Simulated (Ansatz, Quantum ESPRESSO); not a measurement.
## One calculation of RuAu, 4 ways

```xyz
2
Lattice="3.1648 0.0000 0.0000 0.0000 3.1648 0.0000 0.0000 0.0000 3.1648" Properties=species:S:1:pos:R:3 pbc="T T T"
Ru    0.0000    0.0000    0.0000
Au    1.5824    1.5824    1.5824
```

The cell comes from a database or a generator and needn't be the stable form of this composition.

Alike in all runs: task equation of state; functional PBE; k mesh 8 × 8 × 8; occupations fermi-dirac, width 0.05 eV; no spin polarisation; no spin-orbit coupling.

| program and potentials | plane-wave cutoff (eV) | notes | equilibrium volume (Å³/atom) | bulk modulus (GPa) |
| --- | --- | --- | --- | --- |
| Ansatz, Ansatz PAW | 420 | - | 15.88 | 207.2 |
| Quantum ESPRESSO, SSSP 1.3 efficiency PBE | 816 | - | 15.84 | 208.7 |
| Ansatz, Ansatz PAW (earlier soft set) | 420 | - | 15.88 | 207.4 |
| Ansatz, all-electron LAPW, scalar-relativistic | - | - | 15.88 | 207.1 |

The equilibrium volume spans 15.84 (Quantum ESPRESSO, SSSP 1.3 efficiency PBE) to 15.88 Å³/atom (Ansatz, Ansatz PAW), with all-electron results at 15.88. The bulk modulus spans 207.1 (Ansatz, all-electron LAPW, scalar-relativistic) to 208.7 GPa (Quantum ESPRESSO, SSSP 1.3 efficiency PBE), with all-electron results at 207.1. For a metal such a mesh isn't converged, which the comparison doesn't need.

The functional is the same throughout but for its coding, so the spread measures potentials, basis and numerics; runs on potential files found faulty are left out.
